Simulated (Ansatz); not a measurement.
RbCaH3:
```yaml
crystal:
  lattice:
    - [4.52650, 0.00000, 0.00000]
    - [0.00000, 4.52650, 0.00000]
    - [0.00000, 0.00000, 4.52650]
  atoms:
    - { symbol: Rb, position: [0.00000, 0.00000, 0.00000] }
    - { symbol: Ca, position: [0.50000, 0.50000, 0.50000] }
    - { symbol: H, position: [0.50000, 0.00000, 0.50000] }
    - { symbol: H, position: [0.00000, 0.50000, 0.50000] }
    - { symbol: H, position: [0.50000, 0.50000, 0.00000] }
```

Relaxed with HSE06.

Problem. Give the Bader charges and basin volumes of the independent atoms, plane-wave PAW HSE06 (Ansatz code).

Solution. 

```json
[
 {"atom": "Rb1", "Bader charge (e)": "+0.79", "Bader volume (Å³)": "28.8"},
 {"atom": "Ca2", "Bader charge (e)": "+1.51", "Bader volume (Å³)": "14.5"},
 {"atom": "H3", "Bader charge (e)": "-0.76", "Bader volume (Å³)": "16.5"}
]
```

Space group Pm-3m (cubic perovskite). The first step of the workflow began from a Materials Project structure, measured or hypothetical; the Crystallography Open Database files this formula in space group No. 221, but the cells were not matched. Its standing as an ambient phase is unchecked. The cell was relaxed with HSE06 under the symmetry of its start; whether a distortion lowers the energy is not shown.

Potentials: the later of the program's two PAW sets.
